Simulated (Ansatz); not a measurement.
The relaxed structure here is a generated cell of ScOF: the first start was made by placing the elements on the sites of a structure type, and the end was not matched to a known phase here, so it may be hypothetical.

One stationary structure of ScOF. Space group P-1 (No. 2). These are PBE (plane waves to 420 eV, PAW, scalar-relativistic; Ansatz, a program for electronic structure) values and carry that method's errors.

Space group P-1 (No. 2); a = 3.7358 Å, b = 5.4189 Å, c = 7.2528 Å, α = 89.04°, β = 89.35°, γ = 79.44°

```tsv
atom	site	symmetry	x	y	z
Sc	2i	1	0.3067	0.2491	0.8413
Sc	2i	1	0.3073	0.2698	0.4060
O	2i	1	0.2644	0.0472	0.6298
O	2i	1	0.2495	0.5322	0.6366
F	2i	1	0.2735	0.1083	0.1184
F	2i	1	0.2286	0.6107	0.1022
```

Task: What band gap does PBE give?

Result: 4.37 eV, indirect (valence top at Y, conduction bottom at k = (0.3333, 0.1667, 0.2)) (no spin-orbit coupling).

Task: Give the smallest direct gap at the level PBE.

Result: 4.47 eV at k = (0.2222, 0, 0.2).

No spin polarisation in the result.

It was reached from a disturbed copy of a P6₃/mmc (No. 194) cell, against which it lies -1.58 eV/atom.
